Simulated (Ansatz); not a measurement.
**Al2GaSb3: rattling a relaxed structure**

The cell was found from a structure generator's guess, not taken from experiment.

The calculation used DFT PBE, scalar-relativistic, plane waves, PAW in Ansatz 0.2.0. Cutoff 420 eV; k points 12×12×4 on the computed 6-atom cell (Γ-centred); Gaussian smearing, width 0.02 eV; no spin polarisation.

The cell below (6 atoms, space group P3m1 (No. 156)) is relaxed within its symmetry.

```xyz
6
Lattice="4.3997 0.0000 0.0000 -2.1998 3.8102 0.0000 0.0000 0.0000 10.7747" Properties=species:S:1:pos:R:3 pbc="T T T"
Al    0.0000    0.0000    2.6923
Al    2.1998    1.2701    6.2908
Ga    0.0000    2.5401    9.8746
Sb    0.0000    0.0000   10.7720
Sb    2.1998    1.2701    3.5914
Sb    0.0000    2.5401    7.1839
```

For the test a repeat of it with 12 atoms (edges 4.40, 7.62, 10.77 Å) was strained at random (σ = 1.5 % a component), the atoms were moved at random (σ = 0.10 Å), and all was relaxed again on a coarse 4×2×2 mesh (in the run’s order of axes) with 0.10 eV smearing, with no symmetry imposed.

These runs have no spin–orbit coupling, which can matter for Sb.

Question: Does it come back?

Answer: It returns, within 1 meV/atom of the unmoved cell on that mesh and with the same symmetry when read at 0.1 Å (Cm at 0.01 Å, so small strains and shifts remain). No instability shows in this cell; modes of other wave vectors, which need another repeat, aren't tested.
